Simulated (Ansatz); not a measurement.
With plane-wave PAW PBE (Ansatz code), Ca₃Zr₂S₇ in the orthorhombic phase (Cmc2_1; Pearson symbol oS48) relaxes to a = 23.534 Å, b = 6.680 Å, c = 7.150 Å. Zr has 6 nearest neighbours from 2.50 Å (octahedral). Its formation energy from the elements is -176 kJ/mol of atoms, with no fitted shifts.

The Kohn–Sham gap is 1.42 eV (smallest direct gap 1.42 eV). Electrons at the band edge weigh 0.30, 0.92, 3.7 mₑ (principal values). The hole mass is 0.40, 1.1, 5.8 mₑ (principal values).

The start of the workflow was typed in or built on a structure type; neither database checked (COD, Materials Project) lists it. Whether it is the stable phase at ambient conditions was not checked. The cell was relaxed with PBE under the symmetry of its start; its stability against distortions is not shown here. The run is not spin-polarised. The references are the lowest solids computed at this level, not always the standard phases. Scalar-relativistic: spin–orbit coupling is off unless named, which matters more the heavier the elements.

Potentials: the later of the program's two PAW sets.
